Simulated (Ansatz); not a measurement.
Input:

TaN:
```cif
data_N4Ta4
_chemical_formula_sum 'Ta4 N4'
_space_group_name_H-M_alt 'Fm-3m'
_space_group_IT_number 225
_space_group_name_Hall '-F 4 2 3'
_cell_length_a 4.34757
_cell_length_b 4.34757
_cell_length_c 4.34757
_cell_angle_alpha 90.000
_cell_angle_beta 90.000
_cell_angle_gamma 90.000
loop_
_atom_site_label
_atom_site_type_symbol
_atom_site_symmetry_multiplicity
_atom_site_Wyckoff_symbol
_atom_site_fract_x
_atom_site_fract_y
_atom_site_fract_z
_atom_site_occupancy
Ta1 Ta 4 b 0.50000 0.50000 0.50000 1
N1 N 4 a 0.00000 0.00000 0.00000 1
```
(The calculation used a cell of 2 atoms; values per cell refer to that cell.)

This is the LDA-relaxed structure.

Task: All from the program Ansatz at the LDA level (PAW), unless another level is named. Give the highest zone-centre frequency.

Result: 424 cm⁻¹.

Task: Predict the bulk modulus (Birch–Murnaghan fit).

Result: 376 GPa.

This is a known high-temperature phase of the composition, computed here at zero pressure and temperature. The LDA relaxation kept the symmetry of its start; whether a distortion lowers the energy is not shown. The run is not spin-polarised. As this level gives no gap, phonon frequencies hold no LO–TO term and depend on the k-mesh and smearing (Fermi–Dirac, 0.1 eV here). Scalar-relativistic: spin–orbit coupling is off unless named, which matters more the heavier the elements.

Potentials: the earlier of the program's two PAW sets. The files were generated under PBE; for other functionals the program regenerates the frozen cores, and for LDA and PBEsol the local potential too.
